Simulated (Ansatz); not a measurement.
# Vibrational response of ZrPbO₃

Method: DFT PBEsol, scalar-relativistic, plane waves, PAW (Ansatz 0.2.0). Settings: 420 eV plane-wave cutoff, Γ-centred 8×8×8 mesh, fixed occupations. No spin polarisation. Phonons by linear response, acoustic sum rule imposed.

The cell is fixed (symmetry leaves no force on the atoms) and stands under -0.1 GPa:
```yaml
crystal:
  lattice:
    - [4.14170, 0.00000, 0.00000]
    - [0.00000, 4.14170, 0.00000]
    - [0.00000, 0.00000, 4.14170]
  atoms:
    - { symbol: Pb, position: [0.00000, 0.00000, 0.00000] }
    - { symbol: Zr, position: [0.50000, 0.50000, 0.50000] }
    - { symbol: O, position: [0.50000, 0.50000, 0.00000] }
    - { symbol: O, position: [0.50000, 0.00000, 0.50000] }
    - { symbol: O, position: [0.00000, 0.50000, 0.50000] }
```

Its imaginary modes show that this cell, the ideal cubic perovskite prototype, isn't a minimum of the energy. Spin–orbit coupling is left out, which matters for heavy elements. The run warned that the force constants aren't converged on this k mesh, so the frequencies and all that is formed from them are rough.

(1) Give the high-frequency dielectric tensor ε∞.

(2) Give the Born effective charges.

Answers

(1)
```
6.96 0.00 0.00
0.00 6.96 0.00
0.00 0.00 6.96
```

(2)
| atom | Z*xx | Z*yy | Z*zz | mean |
| --- | --- | --- | --- | --- |
| Pb (atom 1) | 3.92 | 3.92 | 3.92 | 3.92 |
| Zr (atom 2) | 5.92 | 5.92 | 5.92 | 5.92 |
| O (atom 3) | -2.47 | -2.47 | -4.90 | -3.28 |

Cost: 1 run of about 4.5 core-minutes, on Arm Neoverse V2 (shared hosts).